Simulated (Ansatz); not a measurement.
Nb (bcc, W type)

```
Nb
1.0
   -1.65135     1.65135     1.65135
    1.65135    -1.65135     1.65135
    1.65135     1.65135    -1.65135
Nb
1
Direct
  0.00000   0.00000   0.00000
```

Two coordinates are scanned: the volume, and the ratio of the stretch along z (the conventional c axis) to the stretch across it. Atoms keep their fractional coordinates.

Level of theory: r2SCAN (plane waves to 500 eV, PAW, scalar-relativistic; Ansatz, a program for electronic structure). k mesh 20×20×20 (Γ-centred), Fermi-Dirac smearing 0.05 eV. Compression counts positive. With partly filled bands, the response to shear is sensitive to the k mesh, so small differences along c/a are uncertain. Nb is run without spin polarisation. Nb was relaxed with its symmetry unable to fall.

At one point of the scan the stress tensor (GPa) is:

```
   -2.9      0.0      0.0
    0.0     -2.9      0.0
    0.0      0.0      9.9
```

Which point is it?
(A) V/V₀ = 0.973, (c/a)/(c/a)₀ = 0.880
(B) V/V₀ = 1.027, (c/a)/(c/a)₀ = 0.960
(C) V/V₀ = 1.000, (c/a)/(c/a)₀ = 0.880
(D) V/V₀ = 0.960, (c/a)/(c/a)₀ = 0.920

C, V/V₀ = 1.000, (c/a)/(c/a)₀ = 0.880

(A scan under strain: stresses follow from slopes of the energy per volume, elastic moduli from its curvatures.)
